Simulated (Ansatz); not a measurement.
Trial structure of TaH5, not yet relaxed:

```
CELL_PARAMETERS angstrom
4.35121 0.00000 0.00000
-2.17560 3.76825 0.00000
0.00000 0.00000 3.63433
ATOMIC_POSITIONS crystal
Ta 0.00000 0.00000 0.00000
H 0.33333 0.66667 0.00000
H 0.66667 0.33333 0.00000
H 0.50000 0.00000 0.50000
H 0.50000 0.50000 0.50000
H 0.00000 0.50000 0.50000
```

Theory: Ansatz 0.2.0, DFT PBE, scalar-relativistic, plane waves, PAW. Plane waves to 420 eV, a k mesh through Γ of 6×6×6 on the computed 6-atom cell and Gaussian smearing (0.10 eV); no spin polarisation.

The zero of energy is the elements' standard structures at the same level (H₂ as a molecule); no fitted shifts are applied.

Task: How far from equilibrium is it?

Result: The pressure is -34.0 GPa (the mean over three directions, positive in compression), the largest force is 0.00 eV/Å (symmetry fixes the atoms), and the energy is +1.34 eV/atom against the elements. The shortest distance is 2.18 Å.

Task: Is it a good guess?

Result: A rough one: relaxing gains about 0.90 eV/atom (the start's value is from the coarse mesh, so the gain is rough) in 14 ionic steps and ends at +0.44 eV/atom on the finer mesh. The symmetry stays P6/mmm (No. 191). The end has the CaCu5 type. The volume per atom shrinks by 48.8 %, from 9.9 to 5.1 Å³. The shortest distance goes from 2.18 Å (H–H) to 1.71 Å (H–H). Conventional cell: a = 3.428 Å, c = 2.996 Å. Around Ta lie 6 H at 1.98 Å, 12 H at 2.28 Å and 2 Ta at 3.00 Å; H on a site of symmetry -6m2 has 6 H at 1.80 Å, 3 Ta at 1.98 Å and 3 H at 1.98 Å; around H on a site of symmetry mmm lie 8 H at 1.71–1.80 Å (long contacts).

The last run used a 12×12×12 mesh for its 6-atom cell and Gaussian smearing of 0.10 eV. Spin–orbit coupling, which can matter for Ta, is left out. With hydrogen, zero-point motion can shift formation energies by some tens of meV/atom. The relaxation can't lower the symmetry of the start, and the grade says only how near the guess is to its own end. Symmetry constrained the relaxation, so the result can be a saddle point. Another cell of TaH5 relaxed alike, in P-62m, lies 0.30 eV/atom lower, so this cell isn't the stable form at this level.
